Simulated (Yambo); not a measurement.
# Excitons in PtS$_{2}$ monolayer

```
PtS2
1.0
    3.54014     0.00000     0.00000
   -1.77007     3.06585     0.00000
    0.00000     0.00000    15.50000
S Pt
2 1
Direct
  0.66667   0.33333   0.91988
  0.33333   0.66667   0.08012
  0.00000   0.00000   0.00000
```

The layer was cut from Materials Project entry mp-762 and relaxed with PBE+D3(BJ) in a cell 15.5 Å high, with the Coulomb interaction truncated along z.

BSE in Yambo on norm-conserving PBE (Quantum ESPRESSO, 84 Ry, scalar-relativistic) bands: 18×18×1 mesh, 6 valence and 3 conduction bands, static screening with 46 bands and a 3 Ry block, scissor 1.14 eV, Tamm-Dancoff, stochastic integration of W near q = 0; field along x.

| state | energy (eV) | states within 2 meV | relative strength | class | main transitions |
|---|---|---|---|---|---|
| 1 | 2.29 | 2 | < 0.01 | dark | VB → CB (82 %) |
| 2 | 2.34 | 1 | < 0.01 | dark | VB → CB (72 %) |
| 3 | 2.40 | 2 | < 0.01 | weak | VB → CB (86 %) |
| 4 | 2.45 | 3 | 1.00 | strong | VB → CB (82 %) |
| 5 | 2.47 | 1 | < 0.01 | dark | VB → CB (93 %) |
| 6 | 2.49 | 3 | < 0.01 | dark | VB → CB (74 %) |
| 7 | 2.53 | 2 | < 0.01 | dark | several band pairs |
| 8 | 2.54 | 2 | 0.12 | strong | VB → CB (65 %) |

These are vertical excitations (zero momentum); the indirect quasiparticle gap, about 3.03 eV, is smaller than the direct one (3.22 eV on the GW mesh). The direct quasiparticle gap on this mesh is 3.05 eV; counted from there, state 1 is bound by 0.76 eV. Convergence with the mesh was not shown.

Spin singlets only. Strengths are relative to the strongest of the lowest states of this run; strong means a line over 3 % of the spectrum's maximum, dark under 0.03 %. Absolute energies carry the error of the G0W0 scissor, whose convergence isn't established.

Spin-orbit coupling is left out, which matters for elements this heavy: edges can move by tenths of an eV.
